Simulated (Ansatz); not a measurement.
**S-33 NMR of the central transition in Bi2S3**

Cell: a Materials Project structure (computed, not necessarily an observed phase), its atoms then relaxed with PBE in this cell.

Space group Pnma (No. 62); a = 11.5936, b = 3.9978, c = 11.1606 Å.

| site | Wyckoff | site symmetry | x | y | z |
| --- | --- | --- | --- | --- | --- |
| Bi1 | 4c | .m. | 0.0174 | 0.2500 | 0.3260 |
| Bi5 | 4c | .m. | 0.1581 | 0.7500 | 0.0321 |
| S9 | 4c | .m. | 0.4519 | 0.7500 | 0.3703 |
| S13 | 4c | .m. | 0.1227 | 0.7500 | 0.4454 |
| S17 | 4c | .m. | 0.7133 | 0.2500 | 0.3082 |

One atom of each set is listed.

Method: Kohn–Sham DFT in Ansatz, PBE, plane waves and PAW, scalar-relativistic, 420 eV cutoff, Γ-centred 3×7×3 k-points, Fermi–Dirac smearing 0.01 eV.

S-33 has I = 3/2 and Q = -69.40 mb (Pyykkö 2018); at 16.4 T its Larmor frequency is ν₀ = 53.7 MHz. Only the quadrupole interaction is simulated: positions count from each site's isotropic chemical shift, and shift anisotropy, dipolar and J coupling are left out.

Task: What does the S-33 spectrum (static powder) show for each site?

Result: 

```csv
site,first shell,C_Q (MHz),η,P_Q (MHz),δ_QIS (ppm),breadth (kHz)
S9,5 Bi at 2.63–3.06 Å,-7.73,0.90,8.71,-658,264
S13,5 Bi at 2.69–3.37 Å,15.0,0.21,15.1,-1992,650
S17,3 Bi at 2.72–2.75 Å,4.89,0.34,4.98,-215,75.5
```

δ_QIS = −(ν_Q²/30ν₀²)[I(I+1) − 3/4](1 + η²/3) × 10⁶ ppm with ν_Q = 3|C_Q|/[2I(2I−1)]; it falls as 1/B₀² in ppm, and the breadth as 1/B₀ in kHz.

At S17 V_zz stands upright on the plane through its three neighbours (within 3°).

Without spin–orbit coupling the gradients at and beside Bi can be off by some per cent, at some sites by more.
